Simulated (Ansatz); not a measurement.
**Which state of Yb comes out lowest in this cell?**

Yb is taken as an experimental structure (space group P6_3/mmc), 2 atoms in the cell. Source: COD entry 1540221, which need not be the ambient phase.

```xyz
2
Lattice="3.8799 0.0000 0.0000 -1.9399 3.3601 0.0000 0.0000 0.0000 6.3859" Properties=species:S:1:pos:R:3 pbc="T T T"
Yb    0.0000    2.2401    1.5965
Yb    1.9399    1.1200    4.7894
```

Atoms are numbered from 1 in the order listed.

The calculation used Ansatz, DFT, LDA+U, PAW, plane waves, scalar-relativistic.

```
Hubbard term (Dudarev form) : U − J = 5.6 eV on Yb f, on Löwdin-orthonormalised all-electron atomic orbitals
Plane-wave cutoff           : 420 eV
k-point mesh                : 7×7×4 (Γ-centred)
Occupations                 : Fermi–Dirac smearing, 0.1 eV
```

Spin–orbit coupling is left out, so orbital moments of the f shell are missing. A static U favours moments and orbital order; the result depends on U and need not be the measured state. The U is a test value, not one fitted to this metal, and a U on a metal's d shells tends to overstate moments.

“Lowest” means lowest among the runs made in this cell.

Plain SCF: the run stops at the first self-consistent solution.

Task: The cell was converged 14 times from various starts and settings. Describe the lowest state found.

Result: Non-magnetic, no gap on the k-mesh.

Machine: 2 threads of Arm Neoverse V1, on a shared host.

Task: Estimate the wall time and peak memory of the run “parallel moments scaled by 0.03, plain SCF [Yb1 0.03, Yb2 0.03 μB]” on this machine.

Result: 9.1 s, 0.43 GiB (16 iterations, 24 k-points after symmetry).
